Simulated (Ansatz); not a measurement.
Input file for Ansatz (a quantum-chemistry and plane-wave program):

Ansatz 0.2 input:
```yaml
crystal:
  lattice:
    - [4.1700934765, 0.0, 0.0]
    - [0.0, 2.6404273015, 0.0]
    - [0.0, 0.0, 4.5516794599]
  atoms:
    - { symbol: Ti, position: [0.25, 0.5, 0.7138639291] }
    - { symbol: Ti, position: [0.75, 0.5, 0.2861360709] }
    - { symbol: Ni, position: [0.25, 0.0, 0.1810409831] }
    - { symbol: Ni, position: [0.75, 0.0, 0.8189590169] }
kpoints:
  mp_grid: { grid: [10, 15, 9] }
hamiltonian:
  xc: lda
  pseudopotentials: { kind: paw }
scf:
  occupations: { method: fermi_dirac, width: 0.1 }
phonons:
  method: dfpt
  response_accuracy: low
  eigenvectors: true
  rigid_motions: translations
```

Output (shortened):

```
Pseudopotential: Ti, paw, valence charge 12
Pseudopotential: Ni, paw, valence charge 18
Functional definition: SPW92
Crystal: 4 atoms, lattice volume = 50.118 Å³
Basis set: ecut = 420 eV, 995 PW (Γ), exchange–correlation on 60×36×64 points (8 copies of the dense FFT grid, shifted against one another)
Bands: 36, of which v1, the nominal top of the filled ones, is band 30 counted from 1 (29 counted from 0)
Symmetry: 8 space group operations
k-points: 240 of 1350 (irreducible under 4 space group operations, time reversal used)
SCF iter   1: F=—  HF=-16449.143095 eV  |F-HF|=—  |Δ(HF+E_count)|=         —  Δρ=1.68e-2  dr2=6.55e-2  ethr=1.77e-3  ⟨swp⟩=3.5  Hψ=26148  notcnv=0
preconditioner: auto → Kerker (q_TF=auto, 2.811 Å⁻¹)
SCF iter   2: F=—  HF=-16449.132467 eV  |F-HF|=—  |Δ(HF+E_count)|=   1.06e-2  Δρ=3.50e-3  dr2=5.14e-3  ethr=1.09e-4  ⟨swp⟩=2.0  Hψ=14988  notcnv=0
SCF iter   3: F=—  HF=-16449.131744 eV  |F-HF|=—  |Δ(HF+E_count)|=   7.22e-4  Δρ=1.91e-3  dr2=2.04e-3  ethr=8.56e-6  ⟨swp⟩=1.4  Hψ=8803  notcnv=0
SCF iter   4: F=—  HF=-16449.131312 eV  |F-HF|=—  |Δ(HF+E_count)|=   4.33e-4  Δρ=3.92e-4  dr2=1.04e-4  ethr=3.40e-6  ⟨swp⟩=2.0  Hψ=12022  notcnv=0
SCF iter   5: F=—  HF=-16449.131288 eV  |F-HF|=—  |Δ(HF+E_count)|=   2.39e-5  Δρ=6.64e-5  dr2=2.01e-6  ethr=1.74e-7  ⟨swp⟩=2.0  Hψ=13510  notcnv=0
SCF iter   6: F=—  HF=-16449.131289 eV  |F-HF|=—  |Δ(HF+E_count)|=   1.62e-6  Δρ=4.98e-5  dr2=9.47e-7  ethr=3.36e-9  ⟨swp⟩=2.0  Hψ=14433  notcnv=0
SCF iter   7: F=—  HF=-16449.131289 eV  |F-HF|=—  |Δ(HF+E_count)|=   1.14e-7  Δρ=9.65e-6  dr2=2.82e-8  ethr=1.58e-9  ⟨swp⟩=2.2  Hψ=11104  notcnv=0
SCF iter   8: F=—  HF=-16449.131289 eV  |F-HF|=—  |Δ(HF+E_count)|=   8.33e-9  Δρ=4.47e-6  dr2=7.98e-9  ethr=4.70e-11  ⟨swp⟩=2.3  Hψ=13926  notcnv=0
SCF iter  11: F=-16449.131289 eV  HF=-16449.131289 eV  |F-HF|=3.64e-12  |Δ(HF+E_count)|=  3.64e-12  Δρ=5.06e-8  dr2=9.58e-13  ethr=1.00e-12  ⟨swp⟩=5.1  Hψ=35397  notcnv=0
SCF 1 converged in 11 iterations: F = -16449.131289 eV  dr2 = 9.58e-13
DFPT response loops at Γ: preconditioner auto → Kerker (q_TF=auto, 2.811 Å⁻¹) (partly filled bands, converged f_vac=0.000) …
SCF converged after 11 iterations
Free energy (F): -16449.131289 eV
Harris-Foulkes:  -16449.131289 eV  (|F-HF|=3.64e-12)
Internal energy: -16448.995457 eV  (E = F + TS)
E sigma→0 (E₀):  -16449.063373 eV
Entropy (-TS):   -0.135832 eV (-33.958 meV/atom)
Fermi energy:    17.186699 eV
--- Per-component energies (eV) ---
  E_band       = -832.429605
  E_kinetic    = 1121.042265
  E_local      = -9042.141437  (includes V_loc(G=0)·N_el)
  E_nonlocal   = 1293.992057
  E_hartree    = 3825.557863
  E_xc         = -367.332954
  E_vxc        = -468.623339  (∫ρ·V_xc dr)
  E_paw        = -5120.393995  (= ΣΔE_a)
  E_vpaw       = -1387.815905  (= ΣTr[D̂ρ^β])
  E_aug_tail   = 0.001023  (compensation charges beyond the density's cutoff)
  E_ewald      = -8161.240421
  E_core_change = 1.520142  (= ΣΔE_core)
  E_smearing   = -0.135832  (= −TS)
  E_closure    = 0.000000  (closes the sum)
  Σ components = -16449.131289   (vs F -16449.131289, Δ=0.00e0)
  [band-id]    e_kinetic+e_local+e_nonlocal+2·e_hartree+e_vxc+e_vpaw+e_augmentation_tail = -832.429609   (vs E_band -832.429605, Δ=-4.06e-6)
--- Band table (eV; the first three rows and the last of 240) ---
  k-point 0: bands = ["-85.5772", "-85.5723", "-46.4543", "-46.4196", "-46.3889", "-46.3691", "-46.3431", "-46.3381", "-39.0195", "-38.9543", "-15.7344", "-15.7153", "-15.4801", "-15.4681", "-15.1031", "-15.0618", "9.2830", "12.5101", "13.1386", "13.2040", …
  k-point 1: bands = ["-85.5772", "-85.5723", "-46.4542", "-46.4197", "-46.3889", "-46.3693", "-46.3431", "-46.3381", "-39.0184", "-38.9552", "-15.7309", "-15.7108", "-15.4838", "-15.4750", "-15.1026", "-15.0624", "9.3868", "12.5216", "13.1885", "13.2233", …
  k-point 2: bands = ["-85.5772", "-85.5723", "-46.4541", "-46.4198", "-46.3887", "-46.3698", "-46.3430", "-46.3382", "-39.0153", "-38.9575", "-15.7215", "-15.6978", "-15.4939", "-15.4937", "-15.1014", "-15.0640", "9.6895", "12.4670", "13.2796", "13.3320", …
  k-point 239: bands = ["-85.5696", "-85.5696", "-46.4352", "-46.4352", "-46.4025", "-46.4025", "-46.3690", "-46.3690", "-38.8623", "-38.8623", "-15.9220", "-15.9220", "-15.6403", "-15.6403", "-15.3570", "-15.3570", "12.6543", "12.6543", "13.1551", "13.1551", …
--- Phonons (Γ-DFPT): 6 representative perturbations + reference, on 240 of 1350 k-points (Σ response iterations 18) ---
  ASR residual: 1.339e-3 → 0.000e0 eV/Å²; symmetrization residual: 1.885e-4 eV/Å²
  ASR residual per site (eV/Å²): 1.34e-3 1.34e-3 1.11e-3 1.11e-3
  Γ frequencies (cm⁻¹): 0.00 0.00 0.00 107.91 119.88 157.92 174.32 205.66 211.18 226.35 270.01 278.31
  non-analytic LO–TO correction: not included (Born effective charges unavailable; polar crystals: no LO–TO splitting at Γ)
```

Cost: roughly 4 core-minutes on shared cores.

Space group Pmma. The first step of the workflow began from a Materials Project structure, measured or hypothetical; the Crystallography Open Database copy checked does not list it. COD files the formula under space group No. 11, 147. Whether it is the stable phase at ambient conditions was not checked. The cell was relaxed with LDA under the symmetry of its start; whether a distortion lowers the energy is not shown. The run is not spin-polarised. As this level gives no gap, phonon frequencies hold no LO–TO term and depend on the k-mesh and smearing (Fermi–Dirac, 0.1 eV here).

Potentials: the later of the program's two PAW sets.

Ansatz is a plane-wave DFT program.
